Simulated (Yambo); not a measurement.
```
RbCl
1.0
    0.00000     3.22138     3.22138
    3.22138     0.00000     3.22138
    3.22138     3.22138     0.00000
Cl Rb
1 1
Direct
  0.50000   0.50000   0.50000
  0.00000   0.00000   0.00000
```

Response from Yambo on PBEsol (Quantum ESPRESSO, PseudoDojo norm-conserving, 58 Ry, scalar-relativistic) bands: 10×10×10 mesh, 49 bands, 4 Ry local-field block, 0.2 eV broadening.

**Question.** Give the static electronic dielectric constant without and with local fields.

**Answer.** 
| field along | ε(0), independent particles | ε(0), RPA with local fields | refractive index √ε |
|---|---|---|---|
| x | 2.72 | 2.29 | 1.51 |
Electronic (clamped-ion) response only. PBEsol gaps are usually too small, which raises these values. Convergence of the RPA response with its 10×10×10 mesh was not tested.

Geometry strained from the cell relaxed with PBEsol, atoms relaxed again.
